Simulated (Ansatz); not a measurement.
A plane-wave DFT run in Ansatz 0.2.0 (scalar-relativistic PAW potentials unless the input names others): input and command.

```yaml
crystal:
  lattice:
    - [1.5594487567, 0.9003481595, 3.4405522187]
    - [-1.5594487567, 0.9003481595, 3.4405522187]
    - [0.0, -1.800696319, 3.4405522187]
  atoms:
    - { symbol: Mg, position: [0.0, 0.0, 0.0] }
    - { symbol: O, position: [0.429111058, 0.429111058, 0.429111058] }
    - { symbol: O, position: [0.570888942, 0.570888942, 0.570888942] }
kpoints:
  mp_grid: { grid: [12, 12, 12] }
hamiltonian:
  xc: r2scan
  pseudopotentials: { kind: paw, source: jth }
scf:
  occupations: { method: gaussian, width: 0.02 }
output:
  forces: true
  eigenvalues: true
  stress: true
```

```bash
ansatz run input.yaml --threads 1 --pin off --max-ram 2560MiB --backend cpu --events-out ev --progress --plain --runs-dir out
```

Abridged log:
```
Warning: <dir> the checks of this Mg dataset prove no rule for summing its radial tables, as where they were carried onto another mesh than they were made on, and Gregory's rule is taken, under which a leading mesh point left out moves its sums only by what lay on the interval it spanned. ...
Warning: <dir> the checks of this O dataset prove no rule for summing its radial tables, as where they were carried onto another mesh than they were made on, and Gregory's rule is taken, under which a leading mesh point left out moves its sums only by what lay on the interval it spanned. ...
Basis set: ecut = 1380 eV, 3393 PW (Γ), exchange–correlation on 192×192×192 points (64 copies of the dense FFT grid, shifted against one another)
Bands: 15, of which v1, the nominal top of the filled ones, is band 11 counted from 1 (10 counted from 0)
Symmetry: 12 space group operations
k-points: 189 of 1728
SCF iter   1: F=—  HF=-3064.580609 eV  |F-HF|=—  |Δ(HF+E_count)|=         —  Δρ=1.36e-1  dr2=3.40e0  dr2_τ=1.93e-1  ethr=3.10e-3  ⟨swp⟩=7.2  Hψ=18029  notcnv=0
SCF iter   2: F=—  HF=-3063.730307 eV  |F-HF|=—  |Δ(HF+E_count)|=   8.50e-1  Δρ=6.14e-2  dr2=4.58e-1  dr2_τ=6.83e-2  ethr=3.10e-3  ⟨swp⟩=3.0  Hψ=7948  notcnv=0
SCF iter   3: F=—  HF=-3063.731890 eV  |F-HF|=—  |Δ(HF+E_count)|=   1.58e-3  Δρ=2.10e-2  dr2=5.21e-2  dr2_τ=1.97e-2  ethr=2.08e-3  ⟨swp⟩=2.1  Hψ=4764  notcnv=0
SCF iter   4: F=—  HF=-3063.734234 eV  |F-HF|=—  |Δ(HF+E_count)|=   2.34e-3  Δρ=4.51e-3  dr2=2.32e-3  dr2_τ=1.12e-3  ethr=2.37e-4  ⟨swp⟩=2.4  Hψ=4633  notcnv=0
SCF iter   5: F=—  HF=-3063.735527 eV  |F-HF|=—  |Δ(HF+E_count)|=   1.29e-3  Δρ=6.61e-4  dr2=4.32e-5  dr2_τ=8.94e-6  ethr=1.05e-5  ⟨swp⟩=2.0  Hψ=4922  notcnv=0
SCF iter   6: F=—  HF=-3063.735576 eV  |F-HF|=—  |Δ(HF+E_count)|=   4.94e-5  Δρ=7.21e-5  dr2=5.52e-7  dr2_τ=3.71e-7  ethr=1.96e-7  ⟨swp⟩=2.2  Hψ=4800  notcnv=0
SCF iter   7: F=-3063.735577 eV  HF=-3063.735576 eV  |F-HF|=3.55e-9  |Δ(HF+E_count)|=   3.50e-7  Δρ=1.45e-5  dr2=1.71e-8  dr2_τ=5.83e-9  ethr=4.55e-10  ⟨swp⟩=6.6  Hψ=15411  notcnv=0
SCF 1 converged in 7 iterations: F = -3063.735577 eV  dr2 = 1.71e-8
SCF converged after 7 iterations
Free energy (F): -3063.735577 eV
Harris-Foulkes:  -3063.735576 eV  (|F-HF|=3.55e-9)
Internal energy: -3063.735577 eV  (E = F + TS)
E sigma→0 (E₀):  -3063.735577 eV
Fermi energy:    9.031676 eV
--- Forces (eV/Å), atoms counted from 1 ---
  atom   1  Mg     0.00000000     0.00000000     0.00000000
  atom   2  O      0.00000000     0.00000000     0.09839592
  atom   3  O      0.00000000     0.00000000    -0.09839592
--- Stress (GPa, compression-positive) ---
        5.079272       0.000000       0.000000
        0.000000       5.079272       0.000000
        0.000000       0.000000       4.557247
  P = ⅓ Tr σ = 4.9053 GPa (49.053 kbar)
```

Apart from outputs, empty bands and the relaxation, which only the reference makes, the input differs from a reference run on usual settings in hamiltonian.pseudopotentials: not typed → {"kind": "paw", "source": "jth"}; basis.ecutwfc: 500 → not typed. The reference, at the same geometry, ended its own course with pressure 4.36 GPa, largest force 0.001 eV/Å, gap on the mesh 3.26 eV. This run converged in 7 SCF iterations with a total energy on another zero, pressure 4.91 GPa, largest force 0.098 eV/Å, gap on the mesh 3.27 eV.

It took 31 s on 1 thread of Intel(R) Xeon(R) Processor @ 2.70GHz, on a shared host, peak memory 1.1 GiB.